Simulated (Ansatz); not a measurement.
Sb (fcc (Cu type), Fm-3m) under volume change, the program Ansatz at the r²SCAN+D4 level (PAW), scaled uniformly.

```json
[
 {"V (Å³/atom)": "24.345", "E − E(relaxed) (meV/atom)": "50.0", "P (GPa)": "7.35"},
 {"V (Å³/atom)": "25.148", "E − E(relaxed) (meV/atom)": "[?]", "P (GPa)": "[?]"},
 {"V (Å³/atom)": "25.950", "E − E(relaxed) (meV/atom)": "5.0", "P (GPa)": "2.03"},
 {"V (Å³/atom)": "26.753", "E − E(relaxed) (meV/atom)": "0.0", "P (GPa)": "0.00"},
 {"V (Å³/atom)": "27.556", "E − E(relaxed) (meV/atom)": "[?]", "P (GPa)": "[?]"},
 {"V (Å³/atom)": "28.358", "E − E(relaxed) (meV/atom)": "17.4", "P (GPa)": "-3.32"},
 {"V (Å³/atom)": "29.161", "E − E(relaxed) (meV/atom)": "37.4", "P (GPa)": "-4.62"}
]
```

Question: Some entries are withheld; supply them.

Answer: 
- 25.148, E − E(relaxed) (meV/atom): 20.8
- 25.148, P (GPa): 4.39
- 27.556, E − E(relaxed) (meV/atom): 4.6
- 27.556, P (GPa): -1.78

Question: What does a third-order Birch–Murnaghan fit give for V₀, B₀ and B′?

Answer: V₀ = 26.74 Å³/atom, B₀ = 63.8 GPa, B′ = 4.3.

The workflow started from an entry of the Crystallography Open Database (COD), which files this formula under 5 space groups. It is not the phase usual at ambient conditions (space group No. 166). Symmetry was held in the r²SCAN+D4 relaxation. At this level the phase is mechanically unstable. Scalar-relativistic: spin–orbit coupling is off unless named, which matters more the heavier the elements.

Potentials: the later of the program's two PAW sets.
